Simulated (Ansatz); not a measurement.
Relaxed candidate structures of PbS:

A. P6₃/mmc (No. 194), hP4, NiAs type; a = b = 4.123 Å, c = 7.332 Å, α = β = 90.00°, γ = 120.00°; Pb 2a (0.000, 0.000, 0.000); S 2d (0.667, 0.333, 0.250)

B. Fm-3m (No. 225), cF8, rock salt type; a = 5.9741 Å, b = 5.9741 Å, c = 5.9741 Å, α = 90.00°, β = 90.00°, γ = 90.00°; Pb 4a (0.000, 0.000, 0.000); S 4b (0.500, 0.500, 0.500)

C. I4₁/amd, origin choice 1 (No. 141), tI8, AFLOW prototype AB_tI8_141_a_b ("40", as in NbP); a = b = 4.123 Å, c = 12.168 Å, α = β = γ = 90.00°; Pb 4a (0.000, 0.000, 0.000); S 4b (0.000, 0.000, 0.500)

D. F-43m (No. 216), cF8, zinc blende type; a = 6.6005 Å, b = 6.6005 Å, c = 6.6005 Å, α = 90.00°, β = 90.00°, γ = 90.00°; S 4c (0.250, 0.250, 0.250); Pb 4a (0.000, 0.000, 0.000)

E. P6₃mc (No. 186), hP12; a = 5.0058 Å, b = 5.0058 Å, c = 17.0239 Å, α = 90.00°, β = 90.00°, γ = 120.00°; Pb 2a (0.000, 0.000, 0.022); Pb 2b (0.667, 0.333, 0.346); Pb 2b (0.333, 0.667, 0.186); S 2a (0.000, 0.000, 0.361); S 2b (0.667, 0.333, 0.181); S 2b (0.333, 0.667, 0.028)

F. P3m1 (No. 156), hP2; a = 4.040 Å, b = 4.040 Å, c = 4.062 Å, α = 90.00°, β = 90.00°, γ = 120.00°; S 1a (0.000, 0.000, 0.692); Pb 1c (0.667, 0.333, 0.062)

Problem. Order them by energy per atom (lowest first) at the level r2SCAN (plane waves to 500 eV, PAW, scalar-relativistic; Ansatz, a program for electronic structure).

Solution. B (reference, the lowest among the structures calculated here), A (+66 meV/atom), F (+95 meV/atom), E (+133 meV/atom), D (+249 meV/atom), C (+0.36 eV/atom)

Probably no minimum, since a slightly shaken restart fell lower: I4₁/amd, tI8, AFLOW prototype AB_tI8_141_a_b ("40", as in NbP) (by 0.36 eV/atom, to Fm-3m); F-43m, cF8, zinc blende type (by 0.15 eV/atom, to P3m1).  4 generated cells of layers, chains or molecules, poorly bound without dispersion, are left out. Each run could gain symmetry but not lose that of its start, so entries can be saddle points. From databases, or of a type measured for this composition: Fm-3m, cF8, rock salt type; the others are generated cells (placed on structure types, drawn at random, substituted or restacked) that were not matched to a known phase here. Static energies at zero pressure. No spin polarisation in the result. Spin-orbit coupling is missing; with elements this heavy it can move band edges by tenths of an eV or more. Gaps of cells over 8 atoms come from the SCF mesh and high-symmetry points alone.
